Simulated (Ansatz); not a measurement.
An element in the diamond structure gives these cold pressures by all-electron LAPW under PBEsol (Ansatz 0.2.0, scalar-relativistic, no spin polarisation).

```
V (Å³/atom)  P (GPa)
      17.90     0.05
      15.75    12.00
      13.96     31.2
      12.17     67.4
      10.38    139.1
       8.95    251.1
       7.70    434.1
```

Which element is it?

Cu. Its zero-pressure volume in this structure is near 17.9 Å³/atom; the volume and the steepness of P(V) together point to it, though neighbours can come close. Neighbours weren't tried against these numbers.
